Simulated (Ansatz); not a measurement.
## SrVO$_{3}$: from a starting cell to a relaxed one

The start is a generated cell, SrVO3 placed in the AFLOW prototype ABC3_hR10_167_a_b_e (as in LiNbO3). A full variable-cell relaxation at zero pressure is run with PBEsol (plane waves to 420 eV, PAW, scalar-relativistic; Ansatz, a first-principles code). The first steps use a coarse 5×5×5 k-mesh.

Initial structure:
```yaml
crystal:
  lattice:
    - [2.72532, 1.57346, 4.76095]
    - [-2.72532, 1.57346, 4.76095]
    - [0.00000, -3.14693, 4.76095]
  atoms:
    - { symbol: Sr, position: [0.25000, 0.25000, 0.25000] }
    - { symbol: Sr, position: [0.75000, 0.75000, 0.75000] }
    - { symbol: V, position: [0.00000, 0.00000, 0.00000] }
    - { symbol: V, position: [0.50000, 0.50000, 0.50000] }
    - { symbol: O, position: [0.64243, 0.85757, 0.25000] }
    - { symbol: O, position: [0.25000, 0.64243, 0.85757] }
    - { symbol: O, position: [0.85757, 0.25000, 0.64243] }
    - { symbol: O, position: [0.35757, 0.14243, 0.75000] }
    - { symbol: O, position: [0.75000, 0.35757, 0.14243] }
    - { symbol: O, position: [0.14243, 0.75000, 0.35757] }
```
Spin-polarised start, with parallel moments on V.

### Question
What pressure does the first self-consistent step give?

### Answer
-5 GPa (negative: the cell is under tension).

### Question
Does the structure survive the relaxation? Give the final space group.

### Answer
The space group goes from R-3c (No. 167) to Pm-3m (No. 221); the end is cubic perovskite type, with 5 atoms in the primitive cell.

### Question
How does the volume per atom move from start to end?

### Answer
-9.7 %, from 12.25 to 11.06 Å³/atom.

### Question
Is the relaxed structure metallic? Give its gap.

### Answer
No gap (metallic).

### Question
What magnetic moments remain?

### Answer
Zero (the starting moments vanished).

### Question
What does it relax into? Give the structure.

### Answer

Space group Pm-3m (No. 221); a = b = c = 3.809 Å, α = β = γ = 90.00°

```tsv
atom	site	symmetry	x	y	z
Sr	1b	m-3m	0.5000	0.5000	0.5000
V	1a	m-3m	0.0000	0.0000	0.0000
O	3d	4/mm.m	0.0000	0.0000	0.5000
```

Final values are on a 12×12×12 k-mesh of the relaxed cell. No spin polarisation in the result: the starting moments vanished. The relaxed primitive cell holds an odd number of electrons. A magnetic state may lie lower. The d or f electrons are treated with no Hubbard U.

The run could not lose the symmetry of its start.
